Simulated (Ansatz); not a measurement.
Given:

TaSeS:
```yaml
crystal:
  lattice:
    - [3.43044, 0.00000, 0.00000]
    - [-1.71522, 2.97085, 0.00000]
    - [0.00000, 0.00000, 6.18919]
  atoms:
    - { symbol: Ta, position: [0.00000, 0.00000, 0.01055] }
    - { symbol: Se, position: [0.66667, 0.33333, 0.74054] }
    - { symbol: S, position: [0.33333, 0.66667, 0.24891] }
```

This is the r²SCAN+D4-relaxed structure.

Problem. All from plane-wave PAW r²SCAN+D4 (Ansatz code), unless another level is named. Predict the highest zone-centre frequency.

Solution. 358 cm^-1.

Problem. Next, the bulk modulus (Birch–Murnaghan fit)?

Solution. 30.7 GPa.

Space group P3m1. The first step of the workflow began from a Materials Project structure, measured or hypothetical; the Crystallography Open Database copy checked does not list it. With Se and S taken as one species the cell has the higher symmetry P-3m1, so it may be an ordered model of a mixed-site phase. Whether it is the stable phase at ambient conditions was not checked. Symmetry was held in the r²SCAN+D4 relaxation; its stability against distortions is not shown here. No spin polarisation was allowed. As this level gives no gap, phonon frequencies hold no LO–TO term and depend on the k-mesh and smearing (Fermi–Dirac, 0.1 eV here). Spin–orbit coupling is left out wherever it is not named.

Potentials: the later of the program's two PAW sets.
